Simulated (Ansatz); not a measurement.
A geometry of TiAl away from equilibrium: step 33 of the relaxation of a generated cell, TiAl placed in the AFLOW prototype AB_hP12_186_a2b_a2b (B6, as in SiC). Level of theory: PBE (plane waves to 420 eV, PAW, scalar-relativistic; Ansatz, a quantum-chemistry and plane-wave program). Γ-centred k-mesh 9×9×2 on the run's cell (coarser than for final values), Fermi–Dirac smearing 0.05 eV.

```xyz
12
Lattice="4.4654 0.0000 0.0000 -2.2327 3.8672 0.0000 0.0000 0.0000 11.1777" Properties=species:S:1:pos:R:3 pbc="T T T"
Ti     0.0000     0.0000     1.7191
Ti     0.0000     0.0000     7.3079
Ti     2.2327     1.2891     8.5831
Ti     0.0000     2.5781     2.9943
Ti     2.2327     1.2891     2.9941
Ti     0.0000     2.5781     8.5830
Al     0.0000     0.0000    10.0196
Al     0.0000     0.0000     4.4308
Al     2.2327     1.2891     5.8002
Al     0.0000     2.5781     0.2114
Al     2.2327     1.2891     0.2106
Al     0.0000     2.5781     5.7995
```

Question: Which atoms carry the largest force, and which way does it point?

Answer: No atom: all forces are below 0.005 eV/Å; only the cell is out of equilibrium.

Question: What is the pressure?

Answer: +3.4 GPa, compression positive.

No spin polarisation in the result.

The run could not lose the symmetry of its start, so the end can be a saddle point.

The end of the path is a generated cell of TiAl: the first start was made by placing the elements on the sites of a structure type, and the end was not matched to a known phase here, so it may be hypothetical. Known forms of TiAl include space group No. 123.
